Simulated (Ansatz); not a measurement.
A relaxed cell of LiEuH₄ is given with its symmetry left out. The cell was found from a structure generator's guess, not taken from experiment.

Theory: DFT PBE, scalar-relativistic, plane waves, PAW (Ansatz 0.2.0). Cutoff 420 eV, Γ-centred mesh, Gaussian smearing, collinear spin.

```yaml
crystal:
  lattice:
    - [4.33304, 0.00000, 0.00000]
    - [0.00000, 4.33304, 0.00000]
    - [0.00000, 0.00000, 2.86796]
  atoms:
    - { symbol: Li, position: [0.00000, 0.00000, 0.50000] }
    - { symbol: Eu, position: [0.50000, 0.50000, 0.50000] }
    - { symbol: H, position: [0.69644, 0.00000, 0.00000] }
    - { symbol: H, position: [0.30356, 0.00000, 0.00000] }
    - { symbol: H, position: [0.00000, 0.69644, 0.00000] }
    - { symbol: H, position: [0.00000, 0.30356, 0.00000] }
```

Energies over the elements count from the elements' standard structures at the same level (H₂ as a molecule), with no fitted energy shifts.

Q: What space group does it have?

A: P4/mmm (No. 123). Conventional cell: a = 4.333 Å, c = 2.868 Å. Around Li lie 8 H at 1.95 Å, 2 Li at 2.87 Å and 4 Eu at 3.06 Å; Eu is surrounded by 16 H at 2.73 Å, 2 Eu at 2.87 Å and 4 Li at 3.06 Å; H is surrounded by 1 H at 1.70 Å, 2 H at 1.86 Å, 2 Li at 1.95 Å, 1 H at 2.63 Å and 4 Eu at 2.73 Å.

Q: What is its formation energy per atom?

A: +0.15 eV/atom. The separate elements lie lower, so it is unstable against them.

Q: Is it a metal?

A: Yes, bands cross the Fermi level on the 10×10×14 mesh.

Q: Which magnetic moments does it keep?

A: 1.20 μB per atom net, the space between the atoms included; by site: Eu 6.8 μB.

The last run used collinear spin, a 10×10×14 mesh (in the run's order of axes) for its 6-atom cell and Gaussian smearing of 0.10 eV. With hydrogen, zero-point motion can shift formation energies by some tens of meV/atom. The 4f shell of Eu is treated without a Hubbard U, which places its levels poorly. Another magnetic order may lie lower. Symmetry constrained the relaxation, so the result can be a saddle point.
